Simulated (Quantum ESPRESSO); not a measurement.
## An isovalent swap in MgO: field gradients

Host, cell and atoms relaxed with PBE and no dispersion term (field gradients by a PBE PAW density (pw.x of a modified build of Quantum ESPRESSO, JTH datasets) with the all-electron reconstruction of Petrilli and co-workers, 22.5 Ha, k-mesh 5×5×5 through Γ):

```csv
site,site symmetry,Vzz (10²¹ V/m²),η_Q,∣C_Q∣ (MHz)
"Mg (atoms 1, 3, 5, 7)",m-3m,0,–,0 (²⁵Mg)
"O (atoms 2, 4, 6, 8)",m-3m,0,–,0 (¹⁷O)
```

Its cell: a = 4.276 Å, b = 4.276 Å, c = 4.276 Å, α = 90.00°, β = 90.00°, γ = 90.00°.

Changed cell (atom 2 is the new one; 22.5 Ha, k-mesh 5×5×5 through Γ):

```
CELL_PARAMETERS angstrom
      4.58180     0.00000     0.00000
      0.00000     4.58180     0.00000
      0.00000     0.00000     4.58180
ATOMIC_POSITIONS crystal
  Mg 0.00000 0.00000 0.00000
  S  0.50000 0.00000 0.00000
  Mg 0.00000 0.50000 0.50000
  O  0.50000 0.50000 0.50000
  Mg 0.50000 0.00000 0.50000
  O  0.00000 0.00000 0.50000
  Mg 0.50000 0.50000 0.00000
  O  0.00000 0.50000 0.00000
```
The cell was made here from a computed Materials Project entry: one of 4 O replaced by S, cell and atoms relaxed (PBE without dispersion, pw.x of Quantum ESPRESSO, symmetry kept). The parent is MgO in Fm-3m. The swapped cell is a model, not a known phase. Stability against distortions was not tested.

Quadrupole moments taken as inputs (sizes, barn, from the tables of PySCF and pymatgen): ²⁵Mg 0.199, ¹⁷O 0.0256, ³³S 0.0678.

Convention: |Vzz| is the largest principal value, η_Q = (Vxx − Vyy)/Vzz, |C_Q| = |eQVzz/h|. Cores are frozen. Against all-electron runs on small test molecules, this scheme's |Vzz| missed by −2 to +6 % on O. Mg had no test against all-electron runs.

Q: What do the sites of the changed cell show?

A: 
```json
[
 {"site": "Mg1 (atoms 1, 5, 7)", "distance to atom 2 (Å)": "2.29", "Vzz (10²¹ V/m²)": "-1.75", "η_Q": "0.00", "∣C_Q∣ (MHz)": "8.44"},
 {"site": "S (atom 2)", "distance to atom 2 (Å)": "–", "Vzz (10²¹ V/m²)": "0", "η_Q": "–", "∣C_Q∣ (MHz)": "0"},
 {"site": "Mg2 (atom 3)", "distance to atom 2 (Å)": "3.97", "Vzz (10²¹ V/m²)": "0", "η_Q": "–", "∣C_Q∣ (MHz)": "0"},
 {"site": "O (atoms 4, 6, 8)", "distance to atom 2 (Å)": "3.24", "Vzz (10²¹ V/m²)": "0.63", "η_Q": "0.00", "∣C_Q∣ (MHz)": "0.39"}
]
```
The swap repeats in every cell, so this is an ordered compound and not a dilute impurity.
